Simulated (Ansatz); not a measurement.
TiN (rock salt)

```yaml
crystal:
  lattice:
    - [0.00000, 2.11625, 2.11625]
    - [2.11625, 0.00000, 2.11625]
    - [2.11625, 2.11625, 0.00000]
  atoms:
    - { symbol: N, position: [0.00000, 0.00000, 0.00000] }
    - { symbol: Ti, position: [0.50000, 0.50000, 0.50000] }
```

The numbers are results of r2SCAN (plane waves to 500 eV, PAW, scalar-relativistic; Ansatz, a program for electronic structure), not measurements. DFPT wavenumbers on a 20×20×20 k mesh, in cm⁻¹ and rounded to 5; i marks imaginary ones, q is in fractions of the reciprocal vectors of the cell shown, and the three acoustic modes at Γ are left out. TiN is run without spin polarisation. TiN was relaxed with its symmetry unable to fall.

Is the structure dynamically stable at Γ, L = (0.5, 0.0, 0.0), X = (0.5, 0.5, 0.0)?

No imaginary mode at these points (lowest 185 cm⁻¹ at L = (0.5, 0.0, 0.0)); other wave vectors were not tested.

Predict the phonon wavenumbers at Γ, L = (0.5, 0.0, 0.0), X = (0.5, 0.5, 0.0).


```tsv
q	wavenumbers (cm⁻¹)
Γ	525 (×3)
L = (0.5, 0.0, 0.0)	185 (×2), 260, 540 (×2), 600
X = (0.5, 0.5, 0.0)	265 (×2), 310, 540 (×2), 565
```
